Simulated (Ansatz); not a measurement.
# Structures of Si3Sb2: which is lowest?

Plane-wave DFT in Ansatz with scalar-relativistic PAW potentials, cutoff 420 eV, Γ-centred meshes chosen by cell and gap, Gaussian smearing with energies taken to zero width. Every cell was relaxed (cell and atoms) in a run of its own, within the symmetry of its start. Functional: PBE.

Relaxed structures (starts from databases or built by putting these elements on another compound's sites):
A. P-3m1, 5 atoms in the computed cell, a = 3.983 Å, c = 8.973 Å; sites (symmetry × multiplicity) Si -3m. × 1 + 3m. × 2, Sb 3m. × 2; start: built
B. R-3m, 5 atoms in the computed cell, a = 3.890 Å, c = 24.458 Å; sites (symmetry × multiplicity) Si -3m × 3 + 3m × 6, Sb 3m × 6; start: built
C. R-3c, 10 atoms in the computed cell, a = 6.305 Å, c = 22.297 Å; sites (symmetry × multiplicity) Si .2 × 18, Sb 3. × 12; start: built

Rank them by energy. Could pressure change the order?

| structure | group | E − E(lowest) (meV/atom) | V (Å³/atom) | gap on mesh (eV) |
| --- | --- | --- | --- | --- |
| A | P-3m1 | 0.0 | 24.65 | 0.00 |
| B | R-3m | 11.0 | 21.37 | 0.00 |
| C | R-3c | 259 | 25.59 | 0.00 |

A is lowest, 11 meV/atom under B. B is denser by 3.28 Å³/atom, so pressure favours it: ΔE/ΔV, with ΔE in eV and 1 eV/Å³ = 160.2 GPa, gives about 0.5 GPa for equal enthalpy if both cells were rigid, a rough figure since the two compress differently. Other structures may lie lower than all of these, and vibrations aren't counted.

Spin-orbit coupling is left out, which matters for the bands of heavy elements.